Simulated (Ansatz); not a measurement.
# LaP (Fm-3m): the size of the finite step

```
La P
1.0
     0.00000    3.03537    3.03537
     3.03537    0.00000    3.03537
     3.03537    3.03537    0.00000
La P
1 1
Direct
  0.00000 0.00000 0.00000
  0.50000 0.50000 0.50000
```

Unless marked otherwise, the numbers come from r²SCAN, PAW on Ansatz 0.2.0's default frozen-core files (fitted under PBE), scalar-relativistic. k mesh 14×14×14, strains of ±0.008, Fermi-Dirac smearing of 0.100 eV, cutoff 500 eV. The cell was relaxed by PAW under this functional.

Elastic constants come from stresses at strains of ±0.008 (two-point stencil): C11 = 167.7, C12 = 30.0, C44 = 36.7 GPa. What does an amplitude of 0.0002 give?

C11 = 167.5, C12 = 30.0, C44 = 36.6 GPa. Nothing moves by 1 %. Steps under 0.001 aren't safe in general, since the basis can change from cell to cell and the noise grows as 1/δ.

Known limits: frozen-core PAW files fitted under PBE, their cores solved anew for the functional of the run; the gap is closed or tiny at this level, so small that the run used smearing; responses move with mesh and smearing.
